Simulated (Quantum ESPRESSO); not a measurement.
```
LaAgSO
1.0
    4.09172     0.00000     0.00000
    0.00000     4.09172     0.00000
    0.00000     0.00000     9.10242
O S Ag La
2 2 2 2
Direct
  0.00000   0.00000   0.00000
  0.50000   0.50000   0.00000
  0.00000   0.50000   0.30696
  0.50000   0.00000   0.69304
  0.50000   0.50000   0.50000
  0.00000   0.00000   0.50000
  0.00000   0.50000   0.86503
  0.50000   0.00000   0.13497
```

The geometry is that of Materials Project entry mp-6625, symmetrised and not relaxed again.

**Question.** What does PBEsol (pw.x of Quantum ESPRESSO, ONCV potentials, without SOC) give for the electronic structure near the Fermi level?

**Answer.** The PBEsol gap is direct, 1.22 eV at Γ. Spin-orbit splittings are left out. The 4f states are in the valence at their DFT position.
